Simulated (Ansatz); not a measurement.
The slice is one period of a (0001) plane through atoms; its size isn't given.

Calculation: PBE (plane waves to 420 eV, PAW, scalar-relativistic; Ansatz, a quantum-chemistry and plane-wave program). These are valence fields of a PAW run, semicore shells included where kept as valence: close to a nucleus they are smooth pseudo fields.

```
|9998642101246899|
|9997531000135799|
|8876421000124678|
|7664210000012466|
|4432100000001234|
|2211100000001112|
|0000000000000000|
|0000111222111000|
|0001123444321100|
|0001246676642100|
|0012467888764210|
|0013579999975310|
|0124689999986421|
|0124789999987421|
|0124689999986421|
|0013579999975310|
|0012467888764210|
|0001246676642100|
|0000123444321000|
|0000111222111000|
|0000000000000000|
|2211100000001112|
|4432110000011234|
|7664210000012466|
|8876421000124678|
|9997531000135799|
|9998642101246899|
|9998742101247899|
```
Scale: ten equal steps from -0.48 (start of '0') to 0.90 (end of '9'), in the order '0123456789'. Values: log₁₀ of the valence density in e/Å³. The map has 16 points along u (one character each, u = 0 at the left) and 28 along v (v = 0 in the bottom row). The scale is logarithmic, as a density can span decades between atoms and voids.

```
|xxxxxx9977330011221100337799xxxx|
|xxxxxx9955110011221100115599xxxx|
|99999977330000111111000033779999|
|88776633110000111111000011336677|
|44332211000011111111110000112233|
|11111111222222111111222222111111|
|11112233332211000000112233332211|
|33333333221100000000001122333333|
|33333322111122333333221111223333|
|33331100114466778877664411001133|
|33221111447799999999997744111122|
|332211226699xxxxxxxxxx9966221122|
|332211337799xxxxxxxxxx9977331122|
|332211338899xxxxxxxxxx9988331122|
|221100337799xxxxxxxxxx9977330011|
|221100115599xxxxxxxxxx9955110011|
|11110000337799999999997733000011|
|11110000113366778877663311000011|
|11111100001122334433221100001111|
|11112222221111111111111122222211|
|00001122333322111111223333221100|
|00000011223333333333333322110000|
|33332211112233333333332211112233|
|88776644110011333333110011446677|
|99999977441111223322111144779999|
|xxxxxx9966221122332211226699xxxx|
|xxxxxx9977331122332211337799xxxx|
|xxxxxx9988331122332211338899xxxx|
```
Scale: ten equal steps from 0.24 (start of '0') to 0.70 (end of '9'), in the order '0123456789'. Values: electron localisation function (ELF). The map has 16 points along u (two characters each, u = 0 at the left) and 28 along v (v = 0 in the bottom row). Points within 0.5 Å of a nucleus are blanked (x), as the pseudised field means little there.

### Question
Which relaxed crystal do these maps come from?
(A) Os (hcp, Mg type)
(B) Hf (hcp, Mg type)
(C) Lu (hcp, Mg type)
(D) Ti (hcp, Mg type)

### Answer
A, Os (hcp, Mg type). Atoms on the slice: Os at (0.00, 0.00); Os at (0.50, 0.50)

All were relaxed with their symmetry unable to fall. Hf is run without spin polarisation. Lu is run without spin polarisation. Os is run without spin polarisation. Spin-orbit coupling is left out. Ti is run without spin polarisation.
